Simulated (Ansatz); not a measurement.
B$_{4}$C:
```yaml
crystal:
  lattice:
    - [4.37133, 2.78984, 0.00000]
    - [-4.37133, 2.78984, 0.00000]
    - [-2.41766, 0.00000, 4.40833]
  atoms:
    - { symbol: B, position: [0.49175, 0.50825, 0.83836] }
    - { symbol: B, position: [0.50200, 0.17615, 0.48397] }
    - { symbol: B, position: [0.82385, 0.49800, 0.48397] }
    - { symbol: B, position: [0.49409, 0.83092, 0.50544] }
    - { symbol: B, position: [0.16908, 0.50591, 0.50544] }
    - { symbol: B, position: [0.30705, 0.69295, 0.18084] }
    - { symbol: B, position: [0.68960, 0.31040, 0.81193] }
    - { symbol: B, position: [0.30286, 0.18816, 0.69506] }
    - { symbol: B, position: [0.81184, 0.69714, 0.69506] }
    - { symbol: B, position: [0.69620, 0.81750, 0.29880] }
    - { symbol: B, position: [0.18250, 0.30380, 0.29880] }
    - { symbol: B, position: [0.00040, 0.99960, 0.98787] }
    - { symbol: C, position: [0.50331, 0.49669, 0.17564] }
    - { symbol: C, position: [0.12561, 0.87439, 0.88129] }
    - { symbol: C, position: [0.87851, 0.12149, 0.10360] }
```

x, y and z are the axes in which the lattice vectors are written.

Q: Give the proper piezoelectric stress tensor with relaxed ions from plane-wave PAW PBEsol (Ansatz code).

A: In C/m², rows x, y, z, Voigt columns; mesh uncertainty up to 0.00.
```
 0.07  -0.06  -0.02   0.00   0.07   0.00
 0.00   0.00   0.00   0.28   0.00  -0.23
-0.03   0.16   0.08   0.00  -0.14   0.00
```

The elastic tensor of the same run (GPa):

```
  499    107   98.9    0.0  -33.9    0.0
  107    545   96.7    0.0   56.1    0.0
 98.9   96.7    558    0.0   35.5    0.0
  0.0    0.0    0.0    199    0.0   36.5
-33.9   56.1   35.5    0.0    190    0.0
  0.0    0.0    0.0   36.5    0.0    184
```

Q: Convert to strain constants d = e·S.

A: In pC/N:
```
 0.2  -0.2  -0.1   0.0   0.5   0.0
 0.0   0.0   0.0   1.7   0.0  -1.6
-0.2   0.4   0.2   0.0  -0.9   0.0
```

Space group Cm. The workflow started from a Materials Project entry (that database holds measured and hypothetical structures alike); the Crystallography Open Database copy checked does not list it. Its standing as an ambient phase is unchecked. Symmetry was held in the PBEsol relaxation; phonons on a q-mesh show no instability.

Potentials: the later of the program's two PAW sets.
